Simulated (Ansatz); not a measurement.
Clean, relaxed (110) surface of Na, space group Im-3m (No. 229) (top face towards +c; atoms held fixed, by place in the list: 1):

```yaml
crystal:
  lattice:
    - [3.60904, 0.00000, 0.00000]
    - [-1.20301, 3.40264, 0.00000]
    - [0.00000, 0.00000, 22.89355]
  atoms:
    - { symbol: Na, position: [0.50000, 0.50000, 0.37128] }
    - { symbol: Na, position: [0.00000, 0.00000, 0.50000] }
    - { symbol: Na, position: [0.50000, 0.50000, 0.62872] }
```

Method: Ansatz, DFT PBEsol, scalar-relativistic, plane waves, PAW. Cutoff 420 eV; k points 9×9×1 on the computed 3-atom cell (Γ-centred); Gaussian smearing, width 0.10 eV; no spin polarisation. The cell repeats along c with a dipole correction in the vacuum.

E_ads counts from the clean slab and the free adsorbate (spin-polarised where it has unpaired electrons); negative means bound. With the adsorbate the cell is lengthened along c to keep the vacuum.

(1) B (atom) is put on the top face (one adsorbate per 12.3 Å²) at each of these sites and relaxed. Order them from strongest to weakest binding.
A. bridge (Na-Na) at (0.50, 0.00)
B. hollow (Na-Na-Na) at (0.17, 0.83)
C. top (Na) at (0.50, 0.50)

Each end is the local minimum or symmetric point that its start leads to. The slab is only 5.9 Å thick, so the energies aren't converged with thickness.

For at least one of the starts the bottom face's work function also shifts by over 0.1 eV: the slab is too thin to screen the adsorbate, so the work functions aren't converged with thickness.

The adsorbed runs have no spin polarisation, so weakly bound open-shell ends lie too high.

Answers

(1) B (-1.94 eV), A (-1.68 eV), C (-1.33 eV).